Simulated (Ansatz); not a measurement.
Given:

CaO (rock salt, space group No. 225), a = b = c = 4.7667 Å, α = β = γ = 90.00°; the cell used has 2 atoms.

This is the PBEsol-relaxed structure.

Problem. All from PBEsol in the plane-wave PAW code Ansatz, unless another level is named. Give the Born charges (a third of the trace).

Solution. Ca +2.36, O -2.36 e.

Problem. Give the electronic dielectric constant ε∞ (DFPT).

Solution. 3.86.

Space group Fm-3m (rock salt). Symmetry was held in the PBEsol relaxation. The volume moved by -56 % from the start of the relaxation.

Potentials: the earlier of the program's two PAW sets. The files were generated under PBE; for other functionals the program regenerates the frozen cores, and for LDA and PBEsol the local potential too.
